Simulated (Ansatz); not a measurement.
Total density of states per atom from r²SCAN (plane waves, PAW; program Ansatz), in 0.25 eV bins, energy from the Fermi level:

```
E (eV) | states/eV/atom
    -7.85 | # 0.19
    -7.60 | # 0.20
    -7.35 | # 0.15
    -7.10 | # 0.12
    -6.85 | # 0.10
    -6.60 |  0.08
    -6.35 | # 0.12
    -6.10 | ## 0.38
    -5.85 | ## 0.31
    -5.60 | ## 0.28
    -5.35 | # 0.22
    -5.10 | # 0.19
    -4.85 | # 0.20
    -4.60 | ##### 0.78
    -4.35 | ###### 0.99
    -4.10 | ############# 2.09
    -3.85 | ########## 1.69
    -3.60 | ######### 1.40
    -3.35 | ##### 0.82
    -3.10 | ######## 1.24
    -2.85 | ########### 1.85
    -2.60 | ###### 1.00
    -2.35 | ##### 0.89
    -2.10 | ### 0.47
    -1.85 | ## 0.30
    -1.60 | ## 0.41
    -1.35 | ### 0.47
    -1.10 | #### 0.68
    -0.85 | ### 0.48
    -0.60 | #### 0.65
    -0.35 | ### 0.56
    -0.10 | ### 0.41
     0.15 | ## 0.34
     0.40 | ## 0.32
     0.65 | ## 0.26
     0.90 | ## 0.27
     1.15 | ## 0.30
     1.40 | ## 0.41
     1.65 | ## 0.39
     1.90 | ### 0.49
     2.15 | ### 0.54
     2.40 | ####### 1.17
     2.65 | ############################## 4.94
     2.90 | ################# 2.78
```

Q: Pick the material that matches.
(A) CoPdO2, R-3m (Pd on 3a, Co on 3b, O on 6c)
(B) LaGa3Pd2, P6/mmm (La on 1a, Ga on 3g, Pd on 2c)
(C) InAs, zinc blende
(D) Ga3Co, P4_2/mnm (Ga on 4c, Ga on 8j, Co on 4g)

A: B, LaGa3Pd2, P6/mmm (La on 1a, Ga on 3g, Pd on 2c). Within 0.5 eV of the Fermi level: Ga 4p 45 %, La 5d 25 %, Pd 4d 19 %. Projections are on Löwdin-orthogonalised atomic valence shells; empty p or d shells of many metals are not among them.

The first step of the workflow began from a Materials Project structure, measured or hypothetical; the Crystallography Open Database files this formula in space group No. 191, but the cells were not matched. Whether it is the stable phase at ambient conditions was not checked. Symmetry was held in the r²SCAN relaxation; whether a distortion lowers the energy is not shown. The run is not spin-polarised. Spin–orbit coupling is left out wherever it is not named.

Potentials: the later of the program's two PAW sets.
